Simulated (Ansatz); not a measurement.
Input for Ansatz (plane-wave DFT, PAW):

```yaml
crystal:
  lattice:
    - [7.0739289302, 0.0, 0.0]
    - [-3.5369644651, 6.1262021581, 0.0]
    - [0.0, 0.0, 6.5715243384]
  atoms:
    - { symbol: Si, position: [0.5390457011, 0.7695228505, 0.4166666667] }
    - { symbol: Si, position: [0.4609542989, 0.2304771495, 0.9166666667] }
    - { symbol: Si, position: [0.2304771495, 0.4609542989, 0.75] }
    - { symbol: Si, position: [0.7695228505, 0.2304771495, 0.5833333333] }
    - { symbol: Si, position: [0.7695228505, 0.5390457011, 0.25] }
    - { symbol: Si, position: [0.2304771495, 0.7695228505, 0.0833333333] }
    - { symbol: O, position: [0.6077002617, 0.3922997383, 0.0833333333] }
    - { symbol: O, position: [0.0, 0.6953700876, 0.1666666667] }
    - { symbol: O, position: [0.7845994766, 0.3922997383, 0.4166666667] }
    - { symbol: O, position: [0.6953700876, 0.6953700876, 0.3333333333] }
    - { symbol: O, position: [0.3046299124, 0.3046299124, 0.8333333333] }
    - { symbol: O, position: [0.6077002617, 0.2154005234, 0.75] }
    - { symbol: O, position: [0.2154005234, 0.6077002617, 0.9166666667] }
    - { symbol: O, position: [0.3046299124, 0.0, 0.0] }
    - { symbol: O, position: [0.0, 0.3046299124, 0.6666666667] }
    - { symbol: O, position: [0.3922997383, 0.7845994766, 0.25] }
    - { symbol: O, position: [0.3922997383, 0.6077002617, 0.5833333333] }
    - { symbol: O, position: [0.6953700876, 0.0, 0.5] }
basis:
  ecutwfc: 500
kpoints:
  mp_grid: { grid: [6, 6, 4] }
hamiltonian:
  xc: r2scan
scf:
  occupations: { method: gaussian, width: 0.02 }
output:
  forces: true
  stress: true
  eigenvalues: true
  write_density: true
  write_potential: true
  elf: true
  volumetric_format: npy
relax:
  adjacent_minimum: "off"
  f_tol: 0.01
  max_steps: 30
  cell: { stress_tol: 0.1, fix: [volume] }
```

Launched with
```bash
ansatz run input.yaml --threads 4 --pin off --max-ram 10240MiB --backend cpu --events-out ev --progress --plain --runs-dir out
```

All numbers below come from DFT r2SCAN, scalar-relativistic, plane waves, PAW (Ansatz).

From the run's log, abridged (iterations and final results):

```
SCF iter   1: F=—  HF=-10677.321654 eV  |F-HF|=—  |Δ(HF+E_count)|=         —  Δρ=6.10e-3  dr2=9.46e-2  dr2_τ=2.12e0  ethr=1.77e-3  ⟨swp⟩=7.7  Hψ=7341  notcnv=0  defer=74
SCF iter   2: F=—  HF=-10677.932829 eV  |F-HF|=—  |Δ(HF+E_count)|=   6.11e-1  Δρ=4.13e-3  dr2=2.97e-2  dr2_τ=2.30e-3  ethr=9.85e-5  ⟨swp⟩=3.1  Hψ=2811  notcnv=0  defer=276
SCF iter   3: F=—  HF=-10677.932106 eV  |F-HF|=—  |Δ(HF+E_count)|=   7.23e-4  Δρ=3.61e-4  dr2=2.38e-4  dr2_τ=2.72e-4  ethr=3.09e-5  ⟨swp⟩=2.0  Hψ=1968  notcnv=0  defer=276
SCF iter   4: F=—  HF=-10677.932502 eV  |F-HF|=—  |Δ(HF+E_count)|=   3.97e-4  Δρ=1.60e-4  dr2=5.69e-5  dr2_τ=5.11e-6  ethr=2.48e-7  ⟨swp⟩=2.0  Hψ=2215  notcnv=0  defer=276
SCF iter   5: F=—  HF=-10677.932631 eV  |F-HF|=—  |Δ(HF+E_count)|=   1.29e-4  Δρ=1.06e-4  dr2=2.54e-5  dr2_τ=2.99e-6  ethr=5.93e-8  ⟨swp⟩=2.0  Hψ=2191  notcnv=0  defer=276
SCF iter   6: F=—  HF=-10677.932648 eV  |F-HF|=—  |Δ(HF+E_count)|=   1.64e-5  Δρ=3.04e-5  dr2=2.88e-6  dr2_τ=1.18e-7  ethr=2.65e-8  ⟨swp⟩=2.0  Hψ=1840  notcnv=0  defer=276
SCF iter   7: F=—  HF=-10677.932653 eV  |F-HF|=—  |Δ(HF+E_count)|=   4.97e-6  Δρ=1.90e-5  dr2=9.20e-7  dr2_τ=4.42e-8  ethr=3.00e-9  ⟨swp⟩=2.0  Hψ=2130  notcnv=0  defer=276
SCF iter   8: F=—  HF=-10677.932653 eV  |F-HF|=—  |Δ(HF+E_count)|=   2.83e-7  Δρ=6.11e-6  dr2=1.00e-7  dr2_τ=2.01e-9  ethr=9.59e-10  ⟨swp⟩=2.7  Hψ=2317  notcnv=0  defer=276
SCF iter   9: F=-10677.932653 eV  HF=-10677.932653 eV  |F-HF|=1.30e-9  |Δ(HF+E_count)|=   4.98e-8  Δρ=1.35e-6  dr2=4.76e-9  dr2_τ=1.14e-10  ethr=1.04e-10  ⟨swp⟩=18.7  Hψ=11934  notcnv=0
SCF 1 converged in 9 iterations: F = -10677.932653 eV  dr2 = 4.76e-9
relax step   1: F+E_penalty+E_count = -10677.93265305 eV  Δ(F+E_penalty+E_count) = +0.000e0 eV  max|allowed force component| = 2.577e-1 eV/Å  Δτ_max = 0.0000 Å  P = +21.223 GPa  Ω = 284.786 Å³  fix = [volume]  reactions: volume +21.223 GPa (9 SCF iters, dr2 threshold 1.00e-7 eV, accepted)
Basis set: ecut = 500 eV, 7277 PW (Γ), exchange–correlation on 216×216×192 points (64 copies of the dense FFT grid, shifted against one another)
Initial density: handed on by an earlier stage of this run
Initial wavefunctions: those handed on with the density
SCF iter   1: F=—  HF=-10677.941404 eV  |F-HF|=—  |Δ(HF+E_count)|=         —  Δρ=7.13e-4  dr2=1.16e-3  dr2_τ=1.04e-2  ethr=1.03e-6  ⟨swp⟩=4.0  Hψ=6316  notcnv=0  defer=1
SCF iter   2: F=—  HF=-10677.942181 eV  |F-HF|=—  |Δ(HF+E_count)|=   7.77e-4  Δρ=3.56e-4  dr2=2.77e-4  dr2_τ=1.47e-5  ethr=1.03e-6  ⟨swp⟩=2.0  Hψ=2604  notcnv=0
SCF iter   3: F=—  HF=-10677.942120 eV  |F-HF|=—  |Δ(HF+E_count)|=   6.14e-5  Δρ=1.33e-4  dr2=2.97e-5  dr2_τ=7.60e-6  ethr=2.88e-7  ⟨swp⟩=2.0  Hψ=2142  notcnv=0
SCF iter   4: F=—  HF=-10677.942117 eV  |F-HF|=—  |Δ(HF+E_count)|=   2.96e-6  Δρ=3.92e-5  dr2=1.87e-6  dr2_τ=1.83e-7  ethr=3.10e-8  ⟨swp⟩=2.0  Hψ=2096  notcnv=0
SCF iter   5: F=-10677.942118 eV  HF=-10677.942118 eV  |F-HF|=1.76e-7  |Δ(HF+E_count)|=   1.30e-6  Δρ=1.38e-5  dr2=4.55e-7  dr2_τ=4.91e-8  ethr=1.87e-9  ⟨swp⟩=13.7  Hψ=11536  notcnv=0
SCF 2 converged in 5 iterations: F = -10677.942118 eV  dr2 = 4.55e-7
relax step   2: F+E_penalty+E_count = -10677.94211796 eV  Δ(F+E_penalty+E_count) = -9.465e-3 eV  max|allowed force component| = 2.328e-1 eV/Å  Δτ_max = 0.0051 Å  P = +21.044 GPa  Ω = 284.786 Å³  energy of the carried Pulay correction = +3.310e-17 eV  fix = [volume]  reactions: volume +21.044 GPa (5 SCF iters, dr2 threshold 1.80e-6 eV, accepted)
Basis set: ecut = 500 eV, 7265 PW (Γ), exchange–correlation on 216×216×192 points (64 copies of the dense FFT grid, shifted against one another)
SCF iter   1: F=—  HF=-10677.955225 eV  |F-HF|=—  |Δ(HF+E_count)|=         —  Δρ=5.49e-3  dr2=7.71e-2  dr2_τ=6.63e-1  ethr=7.88e-5  ⟨swp⟩=4.9  Hψ=6737  notcnv=0
SCF iter   2: F=—  HF=-10677.983473 eV  |F-HF|=—  |Δ(HF+E_count)|=   2.82e-2  Δρ=2.81e-3  dr2=1.88e-2  dr2_τ=7.90e-4  ethr=7.88e-5  ⟨swp⟩=3.5  Hψ=2949  notcnv=0
SCF iter   3: F=—  HF=-10677.979140 eV  |F-HF|=—  |Δ(HF+E_count)|=   4.33e-3  Δρ=1.09e-3  dr2=2.10e-3  dr2_τ=4.13e-4  ethr=1.95e-5  ⟨swp⟩=3.2  Hψ=2769  notcnv=0
SCF iter   4: F=—  HF=-10677.978814 eV  |F-HF|=—  |Δ(HF+E_count)|=   3.27e-4  Δρ=3.48e-4  dr2=1.46e-4  dr2_τ=1.43e-5  ethr=2.18e-6  ⟨swp⟩=2.0  Hψ=2250  notcnv=0
SCF iter   5: F=—  HF=-10677.978960 eV  |F-HF|=—  |Δ(HF+E_count)|=   1.46e-4  Δρ=1.14e-4  dr2=2.80e-5  dr2_τ=3.90e-6  ethr=1.52e-7  ⟨swp⟩=2.0  Hψ=2436  notcnv=0
SCF iter   6: F=-10677.978957 eV  HF=-10677.978957 eV  |F-HF|=3.91e-9  |Δ(HF+E_count)|=   2.29e-6  Δρ=2.59e-5  dr2=1.43e-6  dr2_τ=1.19e-7  ethr=1.87e-9  ⟨swp⟩=12.4  Hψ=12017  notcnv=0
SCF 3 converged in 6 iterations: F = -10677.978957 eV  dr2 = 1.43e-6
relax step   3: F+E_penalty+E_count = -10677.97895749 eV  Δ(F+E_penalty+E_count) = -3.684e-2 eV  max|allowed force component| = 9.503e-2 eV/Å  Δτ_max = 0.0401 Å  P = +19.412 GPa  Ω = 284.786 Å³  fix = [volume]  reactions: volume +19.412 GPa (6 SCF iters, dr2 threshold 1.80e-6 eV, accepted)
SCF iter   1: F=—  HF=-10677.979468 eV  |F-HF|=—  |Δ(HF+E_count)|=         —  Δρ=1.30e-3  dr2=4.42e-3  dr2_τ=4.73e-2  ethr=3.94e-6  ⟨swp⟩=4.8  Hψ=6732  notcnv=0
SCF iter   2: F=—  HF=-10677.984327 eV  |F-HF|=—  |Δ(HF+E_count)|=   4.86e-3  Δρ=7.05e-4  dr2=1.29e-3  dr2_τ=3.94e-5  ethr=3.94e-6  ⟨swp⟩=2.0  Hψ=2720  notcnv=0
SCF iter   3: F=—  HF=-10677.983987 eV  |F-HF|=—  |Δ(HF+E_count)|=   3.40e-4  Δρ=1.98e-4  dr2=6.06e-5  dr2_τ=8.47e-6  ethr=1.34e-6  ⟨swp⟩=2.0  Hψ=2142  notcnv=0
SCF iter   4: F=—  HF=-10677.984023 eV  |F-HF|=—  |Δ(HF+E_count)|=   3.66e-5  Δρ=7.63e-5  dr2=7.61e-6  dr2_τ=6.54e-7  ethr=6.32e-8  ⟨swp⟩=2.0  Hψ=2124  notcnv=0
SCF iter   5: F=—  HF=-10677.984031 eV  |F-HF|=—  |Δ(HF+E_count)|=   7.31e-6  Δρ=3.24e-5  dr2=2.30e-6  dr2_τ=2.77e-7  ethr=7.93e-9  ⟨swp⟩=2.0  Hψ=2379  notcnv=0
SCF iter   6: F=-10677.984030 eV  HF=-10677.984030 eV  |F-HF|=1.59e-8  |Δ(HF+E_count)|=   4.46e-7  Δρ=4.69e-6  dr2=4.77e-8  dr2_τ=4.18e-9  ethr=5.88e-10  ⟨swp⟩=10.2  Hψ=11024  notcnv=0
SCF 4 converged in 6 iterations: F = -10677.984030 eV  dr2 = 4.77e-8
relax step   4: F+E_penalty+E_count = -10677.98403029 eV  Δ(F+E_penalty+E_count) = -5.073e-3 eV  max|allowed force component| = 2.125e-2 eV/Å  Δτ_max = 0.0111 Å  P = +19.320 GPa  Ω = 284.786 Å³  fix = [volume]  reactions: volume +19.320 GPa (6 SCF iters, dr2 threshold 5.64e-7 eV, accepted)
SCF iter   1: F=—  HF=-10677.983413 eV  |F-HF|=—  |Δ(HF+E_count)|=         —  Δρ=6.62e-4  dr2=1.39e-3  dr2_τ=1.32e-2  ethr=1.18e-6  ⟨swp⟩=4.9  Hψ=5975  notcnv=0
SCF iter   2: F=—  HF=-10677.984054 eV  |F-HF|=—  |Δ(HF+E_count)|=   6.41e-4  Δρ=3.38e-4  dr2=3.42e-4  dr2_τ=1.33e-5  ethr=1.18e-6  ⟨swp⟩=2.0  Hψ=2707  notcnv=0
SCF iter   3: F=—  HF=-10677.983928 eV  |F-HF|=—  |Δ(HF+E_count)|=   1.26e-4  Δρ=1.48e-4  dr2=4.09e-5  dr2_τ=1.03e-5  ethr=3.56e-7  ⟨swp⟩=2.0  Hψ=2142  notcnv=0
SCF iter   4: F=—  HF=-10677.983915 eV  |F-HF|=—  |Δ(HF+E_count)|=   1.34e-5  Δρ=4.19e-5  dr2=2.31e-6  dr2_τ=2.04e-7  ethr=4.26e-8  ⟨swp⟩=2.0  Hψ=2087  notcnv=0
SCF iter   5: F=—  HF=-10677.983948 eV  |F-HF|=—  |Δ(HF+E_count)|=   3.29e-5  Δρ=2.12e-5  dr2=9.50e-7  dr2_τ=1.15e-7  ethr=2.41e-9  ⟨swp⟩=2.0  Hψ=2357  notcnv=0
SCF iter   6: F=—  HF=-10677.983947 eV  |F-HF|=—  |Δ(HF+E_count)|=   7.66e-8  Δρ=5.83e-6  dr2=6.83e-8  dr2_τ=3.17e-9  ethr=9.89e-10  ⟨swp⟩=2.0  Hψ=2096  notcnv=0
SCF iter   7: F=-10677.983947 eV  HF=-10677.983947 eV  |F-HF|=2.65e-9  |Δ(HF+E_count)|=  1.87e-10  Δρ=1.64e-6  dr2=5.43e-9  dr2_τ=7.62e-10  ethr=2.94e-11  ⟨swp⟩=12.5  Hψ=9937  notcnv=0
SCF 5 converged in 7 iterations: F = -10677.983947 eV  dr2 = 5.43e-9
relax step   5: F+E_penalty+E_count = -10677.98394744 eV  Δ(F+E_penalty+E_count) = +8.285e-5 eV  max|allowed force component| = 2.444e-2 eV/Å  Δτ_max = 0.0062 Å  P = +19.200 GPa  Ω = 284.786 Å³  fix = [volume]  (7 SCF iters, dr2 threshold 2.82e-8 eV, rejected (line search))
SCF iter   1: F=—  HF=-10677.984007 eV  |F-HF|=—  |Δ(HF+E_count)|=         —  Δρ=3.75e-4  dr2=4.65e-4  dr2_τ=4.10e-3  ethr=3.94e-7  ⟨swp⟩=3.5  Hψ=5754  notcnv=0
SCF iter   2: F=—  HF=-10677.984275 eV  |F-HF|=—  |Δ(HF+E_count)|=   2.68e-4  Δρ=1.90e-4  dr2=1.10e-4  dr2_τ=4.65e-6  ethr=3.94e-7  ⟨swp⟩=2.0  Hψ=2678  notcnv=0
SCF iter   3: F=—  HF=-10677.984234 eV  |F-HF|=—  |Δ(HF+E_count)|=   4.15e-5  Δρ=8.21e-5  dr2=1.33e-5  dr2_τ=3.42e-6  ethr=1.15e-7  ⟨swp⟩=2.0  Hψ=2142  notcnv=0
SCF iter   4: F=—  HF=-10677.984230 eV  |F-HF|=—  |Δ(HF+E_count)|=   4.34e-6  Δρ=2.25e-5  dr2=7.43e-7  dr2_τ=5.73e-8  ethr=1.39e-8  ⟨swp⟩=2.0  Hψ=2085  notcnv=0
SCF iter   5: F=—  HF=-10677.984261 eV  |F-HF|=—  |Δ(HF+E_count)|=   3.15e-5  Δρ=1.12e-5  dr2=2.56e-7  dr2_τ=3.37e-8  ethr=7.74e-10  ⟨swp⟩=2.0  Hψ=2352  notcnv=0
SCF iter   6: F=—  HF=-10677.984261 eV  |F-HF|=—  |Δ(HF+E_count)|=   1.17e-8  Δρ=3.34e-6  dr2=2.15e-8  dr2_τ=1.59e-9  ethr=2.66e-10  ⟨swp⟩=2.0  Hψ=2132  notcnv=0
SCF iter   7: F=—  HF=-10677.984261 eV  |F-HF|=—  |Δ(HF+E_count)|=   4.65e-9  Δρ=8.77e-7  dr2=1.86e-9  dr2_τ=2.19e-10  ethr=2.24e-11  ⟨swp⟩=2.0  Hψ=2142  notcnv=0
SCF iter   8: F=-10677.984261 eV  HF=-10677.984261 eV  |F-HF|=3.42e-10  |Δ(HF+E_count)|=   2.99e-9  Δρ=1.48e-7  dr2=8.21e-11  dr2_τ=4.59e-12  ethr=1.00e-12  ⟨swp⟩=10.3  Hψ=8051  notcnv=0
the search or the solves at the SCF's close seem to have found levels that the self-consistency loop had missed (the run counts 2). By its estimate they hold under 1e-12 electrons; where the run keeps them, the occupations were computed again with them
SCF 6 converged in 8 iterations: F = -10677.984261 eV  dr2 = 8.21e-11
relax step   6: F+E_penalty+E_count = -10677.98426106 eV  Δ(F+E_penalty+E_count) = -2.308e-4 eV  max|allowed force component| = 3.080e-3 eV/Å  Δτ_max = 0.0031 Å  P = +19.274 GPa  Ω = 284.786 Å³  fix = [volume]  reactions: volume +19.274 GPa (8 SCF iters, accepted)
Initial wavefunctions: pseudopotential atomic-orbital guess (no wavefunctions were taken with the density)
SCF iter   1: F=—  HF=-10677.980063 eV  |F-HF|=—  |Δ(HF+E_count)|=         —  Δρ=1.29e-4  dr2=2.21e-6  dr2_τ=6.22e-6  ethr=2.78e-7  ⟨swp⟩=5.4  Hψ=10998  notcnv=0  defer=1
SCF iter   2: F=—  HF=-10677.983937 eV  |F-HF|=—  |Δ(HF+E_count)|=   3.87e-3  Δρ=6.55e-5  dr2=5.11e-7  dr2_τ=6.00e-6  ethr=2.30e-9  ⟨swp⟩=3.1  Hψ=3575  notcnv=0
SCF iter   3: F=—  HF=-10677.984104 eV  |F-HF|=—  |Δ(HF+E_count)|=   1.67e-4  Δρ=1.32e-5  dr2=6.47e-8  dr2_τ=2.16e-7  ethr=5.33e-10  ⟨swp⟩=3.0  Hψ=3208  notcnv=0
SCF iter   4: F=—  HF=-10677.984086 eV  |F-HF|=—  |Δ(HF+E_count)|=   1.84e-5  Δρ=2.34e-6  dr2=5.84e-9  dr2_τ=6.77e-9  ethr=6.74e-11  ⟨swp⟩=2.2  Hψ=2679  notcnv=0
SCF iter   5: F=—  HF=-10677.984085 eV  |F-HF|=—  |Δ(HF+E_count)|=   7.53e-7  Δρ=5.04e-7  dr2=1.63e-9  dr2_τ=1.76e-10  ethr=6.08e-12  ⟨swp⟩=2.0  Hψ=2071  notcnv=0
SCF iter   6: F=-10677.984085 eV  HF=-10677.984085 eV  |F-HF|=5.02e-10  |Δ(HF+E_count)|=   6.82e-9  Δρ=1.62e-7  dr2=2.19e-10  dr2_τ=5.54e-12  ethr=1.00e-12  ⟨swp⟩=11.0  Hψ=8509  notcnv=0
SCF 7 converged in 6 iterations: F = -10677.984085 eV  dr2 = 2.19e-10
WARN: The input density's exchange-correlation potential varies sharply where the density is thin. Do not read a vacuum level from v_tot or v_xc, or from such a field of the output density. On a cell that repeats whose density bears no net charge and no dipole along the vacuum's axis use v_es (v_loc + v_h of the components); under efield.dipole_correction with no amplitude use v_es + v_field, which holds any external_charges[].barrier, or the levels of the report's work_function block, which leave it out; under a non-zero efield.amplitude the vacuum is tilted and has no level; on a cell that repeats and bears such a dipole with no correction it is tilted too, and efield.dipole_correction wit ...
SCF converged after 6 iterations
Free energy (F): -10677.984085 eV
Harris-Foulkes:  -10677.984085 eV  (|F-HF|=5.02e-10)
Internal energy: -10677.984085 eV  (E = F + TS)
E sigma→0 (E₀):  -10677.984085 eV
Fermi energy:    3.261258 eV
--- Per-component energies (eV) ---
  E_band       = -704.577648
  E_kinetic    = 2477.293223
  E_local      = -8376.349154  (includes V_loc(G=0)·N_el)
  E_nonlocal   = 723.538758
  E_hartree    = 3231.318198
  E_xc         = -1211.604314
  E_vxc        = -1603.843473  (∫ρ·V_xc dr)
  E_paw        = -5060.805989  (= ΣΔE_a)
  E_vpaw       = -488.271627  (= ΣTr[D̂ρ^β])
  E_aug_tail   = 0.013292  (compensation charges beyond the density's cutoff)
  E_vtau       = 100.403625  (kinetic-family band-sum trace: ∫τ·v_τ [+ j·A + Jᵃ·Aᵃ] dr)
  E_ewald      = -2460.546209
  E_core_change = -0.841889  (= ΣΔE_core)
  E_smearing   =  0.000000  (= −TS)
--- Forces (eV/Å), atoms counted from 1 ---
  atom   1  Si    -0.00002519    -0.00001454     0.00000000
  atom   2  Si     0.00002519     0.00001454     0.00000000
  atom   3  Si     0.00000000     0.00002908     0.00000000
  atom   4  Si    -0.00002519     0.00001454     0.00000000
  atom   5  Si     0.00000000    -0.00002908     0.00000000
  atom   6  Si     0.00002519    -0.00001454     0.00000000
  atom   7  O     -0.00267402     0.00154385     0.00000000
  atom   8  O     -0.00008133     0.00014087     0.00000000
  atom   9  O      0.00267402     0.00154385     0.00000000
  atom  10  O      0.00008133     0.00014087     0.00000000
  atom  11  O     -0.00008133    -0.00014087     0.00000000
  atom  12  O      0.00000000    -0.00308770     0.00000000
  atom  13  O     -0.00267402    -0.00154385     0.00000000
  atom  14  O     -0.00016267     0.00000000     0.00000000
  atom  15  O      0.00008133    -0.00014087     0.00000000
  atom  16  O      0.00000000     0.00308770     0.00000000
  atom  17  O      0.00267402    -0.00154385     0.00000000
  atom  18  O      0.00016267     0.00000000     0.00000000
--- Stress (GPa, compression-positive) ---
       19.267579       0.000000       0.000000
        0.000000      19.267579       0.000000
        0.000000       0.000000      19.287567
  P = ⅓ Tr σ = 19.2742 GPa (192.742 kbar)
--- Band table (eV; the first three rows and the last of 21) ---
  k-point 0: bands = ["-20.8015", "-19.8753", "-19.7502", "-19.7502", "-19.2706", "-19.2706", "-18.6580", "-18.6285", "-18.6285", "-18.3583", "-18.3583", "-18.2614", "-8.9389", "-8.9389", "-8.0254", "-7.7582", "-7.7582", "-6.0961", "-5.7440", "-5.7440", "-5.6364", "-5.6364", "-5.5661", "-4.6827", "-3.3473", "-3.3473", "-3.1160", "-2.9657", "-2.9657", "-2.9499", "-2.2734", "-2.1553", "-2.1553", "-2.1399", "-2.0623", "-1.7528", "-1.7528", "-1.7292", "-1.7292", "-1.6622", "-1.6622", "-0.6887", "-0.5630", "-0.4558", "-0.4558", "-0.1666", "-0.0179", "-0.0179", "6.4290", "9.4467", "9.4467", "10.3757", "10.3757", "10.4643", "10.6699", "10.6699", "11.0935", "11.6344", "11.6344", "12.0550", "12.1963" ...
  k-point 1: bands = ["-20.7221", "-20.1518", "-19.8203", "-19.4672", "-19.3772", "-19.1419", "-18.6543", "-18.6358", "-18.6141", "-18.4439", "-18.3124", "-18.2679", "-9.0145", "-8.6686", "-8.3657", "-8.1084", "-7.1236", "-6.2191", "-5.8923", "-5.7524", "-5.5980", "-5.5799", "-5.4566", "-4.8162", "-3.4677", "-3.2687", "-3.1278", "-2.9320", "-2.8966", "-2.8676", "-2.3067", "-2.2772", "-2.1459", "-2.0809", "-2.0286", "-2.0232", "-1.9171", "-1.7380", "-1.6693", "-1.3130", "-1.2582", "-0.8630", "-0.5741", "-0.5432", "-0.2749", "-0.2642", "-0.2587", "-0.0109", "6.7795", "8.8167", "9.7161", "10.3594", "10.4060", "10.5230", "10.7140", "11.2371", "11.3735", "11.5620", "11.7758", "11.7804", "11.9901" ...
  k-point 2: bands = ["-20.4947", "-20.4947", "-19.6703", "-19.6703", "-19.1535", "-19.1535", "-18.6454", "-18.6454", "-18.5540", "-18.5540", "-18.2854", "-18.2854", "-8.8173", "-8.8173", "-8.3459", "-8.3459", "-6.5791", "-6.5791", "-5.8754", "-5.8754", "-5.5966", "-5.5966", "-5.1172", "-5.1172", "-3.4401", "-3.4401", "-2.9568", "-2.9568", "-2.7108", "-2.7108", "-2.5428", "-2.5428", "-2.0642", "-2.0642", "-2.0270", "-2.0270", "-1.8374", "-1.8374", "-1.4054", "-1.4054", "-0.8414", "-0.8414", "-0.6794", "-0.6794", "-0.3483", "-0.3483", "-0.1892", "-0.1892", "7.7012", "7.7012", "10.0987", "10.0987", "10.9170", "10.9170", "10.9927", "10.9927", "11.4703", "11.4703", "11.6997", "11.6997", "11.7900 ...
  k-point 20: bands = ["-20.2880", "-20.2880", "-20.0753", "-20.0753", "-18.9905", "-18.9905", "-18.6067", "-18.6067", "-18.5115", "-18.5115", "-18.3105", "-18.3105", "-9.4496", "-9.4496", "-7.1232", "-7.1232", "-6.9680", "-6.9680", "-5.9553", "-5.9553", "-5.7812", "-5.7812", "-4.9854", "-4.9854", "-3.3774", "-3.3774", "-3.1388", "-3.1388", "-2.8418", "-2.8418", "-2.3833", "-2.3833", "-2.0778", "-2.0778", "-1.9756", "-1.9756", "-1.6959", "-1.6959", "-1.6114", "-1.6114", "-1.4646", "-1.4646", "-0.3699", "-0.3699", "-0.2011", "-0.2011", "0.0615", "0.0615", "8.7876", "8.7876", "9.0649", "9.0649", "9.5400", "9.5400", "10.7393", "10.7393", "11.3191", "11.3191", "11.4912", "11.4912", "12.0839", "1 ...
--- Relaxed structure (6 steps of the walk, 5 accepted, 1 SCFs on fresh bases) ---
  F+E_penalty+E_count = -10677.98408481 eV   max|allowed force component| = 3.088e-3 eV/Å   (the final SCF, on the basis selected at the relaxed cell)
  cell:  # Å, volume = 284.7857 Å³
    - [7.15445645, 0.0, 0.0]
    - [-3.57722822, 6.19594103, 0.0]
    - [0.0, 0.0, 6.42442429]
  atoms:
    - { symbol: Si, position: [0.54245773, 0.77122886, 0.41666666] }
    - { symbol: Si, position: [0.45754226, 0.22877113, 0.91666666] }
    - { symbol: Si, position: [0.22877113, 0.45754226, 0.75] }
    - { symbol: Si, position: [0.77122886, 0.22877113, 0.58333333] }
    - { symbol: Si, position: [0.77122886, 0.54245773, 0.25] }
    - { symbol: Si, position: [0.22877113, 0.77122886, 0.08333333] }
    - { symbol: O, position: [0.60433577, 0.39566422, 0.08333333] }
    - { symbol: O, position: [0.0, 0.70100671, 0.16666666] }
    - { symbol: O, position: [0.79132844, 0.39566422, 0.41666666] }
    - { symbol: O, position: [0.70100671, 0.70100671, 0.33333333] }
    - { symbol: O, position: [0.29899328, 0.29899328, 0.83333333] }
    - { symbol: O, position: [0.60433577, 0.20867155, 0.75] }
    - { symbol: O, position: [0.20867155, 0.60433577, 0.91666666] }
    - { symbol: O, position: [0.29899328, 0.0, 0.0] }
    - { symbol: O, position: [0.0, 0.29899328, 0.66666666] }
    - { symbol: O, position: [0.39566422, 0.79132844, 0.25] }
    - { symbol: O, position: [0.39566422, 0.60433577, 0.58333333] }
    - { symbol: O, position: [0.70100671, 0.0, 0.5] }
```

The relaxation met its thresholds.

It took 120 s on 4 threads of Oxide Virtual Turin-like Processor (Zen 5), with other jobs on the host, peak memory 1.4 GiB.